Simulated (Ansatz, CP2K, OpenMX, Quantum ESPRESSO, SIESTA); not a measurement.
## Ru: 5 runs at one level of theory

```xyz
5
Lattice="2.7058 0.0000 0.0000 -1.3529 2.3433 0.0000 0.0000 0.0000 23.5638" Properties=species:S:1:pos:R:3 pbc="T T T"
Ru    0.0000    1.5622    7.5000
Ru    1.3529    0.7811    9.6410
Ru    0.0000    1.5622   11.7819
Ru    1.3529    0.7811   13.9229
Ru    0.0000    1.5622   16.0638
```

Alike in all runs: functional PBE; k mesh 11 × 11 × 1; occupations fermi-dirac, width 0.05 eV; no spin polarisation; no spin-orbit coupling.

| program and potentials | plane-wave cutoff (eV) | notes | largest force (eV/Å) |
| --- | --- | --- | --- |
| Ansatz, Ansatz PAW | 420 | 16 valence electrons an atom on average | ? |
| Quantum ESPRESSO, PseudoDojo 0.4.1 SR PBE standard | 1143 | 16 valence electrons an atom on average | 0.753 |
| CP2K, POTENTIAL_UZH Ru GTH-PBE-q16; TZVP-MOLOPT-PBE-GTH basis | - | atomic basis; 16 valence electrons an atom on average | 0.771 |
| SIESTA, files PseudoDojo sr-pbe-0.4.1-standard, DZP (energy shift 0.003 Ry; two zetas on semicore shells) | - | atomic basis; 16 valence electrons an atom on average | 0.629 |
| OpenMX, OpenMX 2013 PBE set, Ru7.0-s3p2d2, grid cutoff 400 Ry | - | atomic basis; 14 valence electrons an atom on average | 0.672 |

Problem. Estimate from the other rows what the run with Ansatz, Ansatz PAW gave.

Solution. Largest force 0.748 eV/Å. The other rows, which needn't bracket it: largest force 0.629 to 0.771.
